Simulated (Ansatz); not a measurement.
# Elastic constants of LiGa: input and output

Theory: Ansatz 0.2.0, DFT LDA, scalar-relativistic, plane waves, PAW.

Launched with:
```bash
ansatz run input.yaml --threads 1 --pin off --max-ram 3072MiB --backend cpu --events-out ev --progress --plain --runs-dir out
```

Input (bare energies are in eV):
```yaml
crystal:
  lattice:
    - [0.0, 3.0275137251, 3.0275137251]
    - [3.0275137251, 0.0, 3.0275137251]
    - [3.0275137251, 3.0275137251, 0.0]
  atoms:
    - { symbol: Li, position: [0.0, 0.0, 0.0] }
    - { symbol: Li, position: [0.25, 0.25, 0.25] }
    - { symbol: Ga, position: [0.5, 0.5, 0.5] }
    - { symbol: Ga, position: [0.75, 0.75, 0.75] }
basis:
  ecutwfc: 420
kpoints:
  mp_grid: { grid: [12, 12, 12] }
hamiltonian:
  xc: lda
scf:
  occupations: { method: fermi_dirac, width: 0.15 }
output:
  forces: true
  stress: true
  eigenvalues: true
elastic:
  mode: relaxed_ion
  amplitude: 0.005
  stencil: two_point
```

From the output:
```
--- Elastic constants: 2 strain directions × 2 members + reference (group order 48) ---
  dense FFT box of the reference and of every strained cell: 30×30×30
  strains applied: 11, 23; error gains: componentwise 1.00 (the most a stress slope's error grows in a printed constant), spectral 1.73 (1 for all six strains in a standard setting)
  C = ∂σ_k/∂η_j (tension-positive GPa; Voigt order 11 22 33 23 13 12):
        78.125     41.169     41.169     -0.000     -0.000      0.000
        41.169     78.125     41.169      0.000     -0.000     -0.000
        41.169     41.169     78.125     -0.000      0.000      0.000
         0.000      0.000      0.000     57.577     -0.000      0.000
         0.000     -0.000     -0.000      0.000     57.577     -0.000
        -0.000      0.000     -0.000      0.000     -0.000     57.577
  reference stress σ⁰ (GPa):      0.000      0.000      0.000     -0.000     -0.000     -0.000
  C* (energy form; C + prestress term) asymmetry max|C*_kj − C*_jk| = 2.132e-14 GPa — a small one proves nothing (zero by symmetry where the batch's group is 432, −43m or m−3m); a large one is finite-difference/SCF noise where every solve ...
  moduli (Voigt/Reuss/Hill, GPa): K = 53.49/53.49/53.49   G = 41.94/31.18/36.56   E = 89.33   ν = 0.222
  mechanically stable: yes (min eigenvalue of sym C = 36.96 GPa)
  strain η (Voigt 11):  stress-route row diagonal C_11 = 78.13 GPa, energy-path curvature d²(F+E_count+ΔE)/dδ²/Ω₀ = 78.10 GPa
         δ    σ_11 (GPa) F (eV) n_scf n_hpsi n_pw
    -5.000e-3      -0.3972       -7818.7773186       9   70556   1098   relax 0 steps, max|allowed force component| 5.55e-17 eV/Å
     5.000e-3       0.3840       -7818.7773232       8   60088   1107   relax 0 steps, max|allowed force component| 5.55e-17 eV/Å
  strain η (Voigt 23):  stress-route row diagonal C_44 = 57.58 GPa, energy-path curvature d²(F+E_count+ΔE)/dδ²/Ω₀ = 57.58 GPa
         δ    σ_23 (GPa) F (eV) n_scf n_hpsi n_pw
    -5.000e-3      -0.2879       -7818.7774097       2   51269   1106   relax 3 steps, max|allowed force component| 1.69e-5 eV/Å
     5.000e-3       0.2879       -7818.7774097       2   51073   1106   relax 3 steps, max|allowed force component| 7.50e-6 eV/Å
```

Time: 2.5 min on 1 thread of Arm Neoverse V1 (shared host), peak memory 0.55 GiB.

In a metal, frequencies and elastic constants depend on the k mesh and the smearing, soft modes and shear constants most.